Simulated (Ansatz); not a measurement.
Property card for MgZn5S6

All numbers below come from Ansatz 0.2.0, DFT PBE, scalar-relativistic, plane waves, PAW.

Settings: cutoff 420 eV, Γ-centred mesh 12×12×2 on the computed 12-atom cell, Gaussian smearing of 0.02 eV; no spin polarisation.

The structure is relaxed at this level of theory with its symmetry kept, and needn't be the ground state of this composition.

Space group P3m1 (No. 156), trigonal, a = 3.877 Å, c = 19.032 Å. Around Mg lie 4 S at 2.41–2.47 Å; around Zn on its first site lie 4 S at 2.36–2.37 Å; Zn on its second site is surrounded by 4 S at 2.36–2.37 Å; Zn on its third site has 4 S at 2.36–2.37 Å; Zn on its fourth site has 4 S at 2.36–2.37 Å; S on its first site is surrounded by 1 Zn at 2.36 Å and 3 Mg at 2.41 Å; 6 more sites not described.

| Property | Result |
| --- | --- |
| Volume per atom | 139.3 bohr³ |
| Formation energy from the elements' standard states (uncorrected) | -0.917 eV/atom |
| Kohn–Sham band gap | 2.11 eV, direct at Γ |
| Orbital (Löwdin) character of the top 1 eV of the valence band | S 3p 89 %, Zn 3d 7 % |
| Orbital (Löwdin) character of the lowest 1 eV of the conduction band | Zn 4s 52 %, S 3s 25 %, S 3p 16 % |
| Electron masses at the edge by direction of the standard setting (m_e; one valley, along these axes only; no spin-orbit coupling) | x: 0.18; y: 0.18; z: 0.19 |
| Hole masses at the edge by direction of the standard setting (m_e; one valley, along these axes only; no spin-orbit coupling) | x: 1.7, 0.18; y: 1.7, 0.18; z: 4.6, 4.6 |

The cell was found from a structure generator's guess, not taken from experiment. Kohn–Sham gaps at this level usually fall short of measured ones. Löwdin shares on free-atom orbitals overweight diffuse shells in the empty bands.
